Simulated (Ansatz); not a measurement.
**Stress against strain in Bi2Te3**

```
CELL_PARAMETERS angstrom
2.19300 1.26613 10.16567
-2.19300 1.26613 10.16567
0.00000 -2.53226 10.16567
ATOMIC_POSITIONS crystal
Bi 0.40000 0.40000 0.40000
Bi 0.60000 0.60000 0.60000
Te 0.00000 0.00000 0.00000
Te 0.20950 0.20950 0.20950
Te 0.79050 0.79050 0.79050
```

Atoms are numbered in the order listed.

Conventional cell: a = 4.386 Å, b = 4.386 Å, c = 30.497 Å, α = 90.00°, β = 90.00°, γ = 120.00°. Around Bi (atom 1) lie 6 Te at 3.07 to 3.25 Å. Te (atom 3) is surrounded by 6 Bi at 3.25 Å. Around Te (atom 4) lie 3 Bi at 3.07 Å.

The cell is COD entry 9011962, as deposited and not checked against the literature; nothing was relaxed.

Spin–orbit coupling is left out, though it moves levels of the heavy atoms by tenths of an eV or more.

Computed with Ansatz 0.2.0, DFT, PBEsol, all-electron LAPW, scalar-relativistic.

Settings: a Γ-centred 7×7×7 k mesh, Fermi–Dirac smearing of 0.08 eV, basis error target 1 meV/atom, no spin polarisation.

The strain is applied along the Cartesian axes of the cell as listed (the other components stay zero). Fractional coordinates are held (clamped ions).

σ is the change of stress from the unstrained cell, which is at -0.58 GPa; tension is positive, so slopes are stress–strain coefficients at that pressure.

Only quantities that a quadratic follows smoothly over the whole series are listed; rougher ones are left out.

| εxx = εyy | σzz (GPa) | σxx (GPa) |
| --- | --- | --- |
| -0.0300 | -2.91 | -3.72 |
| -0.0100 | -0.86 | -1.13 |
| 0.0000 | 0.00 | 0.00 |
| 0.0100 | 0.77 | 1.03 |
| 0.0200 | 1.45 | 1.97 |
| 0.0300 | 2.06 | 2.82 |

(1) Fit the series and read off the stiffness at zero strain.

(2) One run, at εxx = εyy = -0.0200, is withheld. Predict its row.

Answers

(1) Least-squares fits y = p0 + p1 x + p2 x² to the rows give σzz (GPa): p1 = 82.6, p2 = -470; σxx (GPa): p1 = 109, p2 = -500. So C13 + C23 = 83 GPa and C11 + C12 = 109 GPa, for these axes.

(2) The fits give -1.84, -2.38; the run gave -1.83, -2.37.
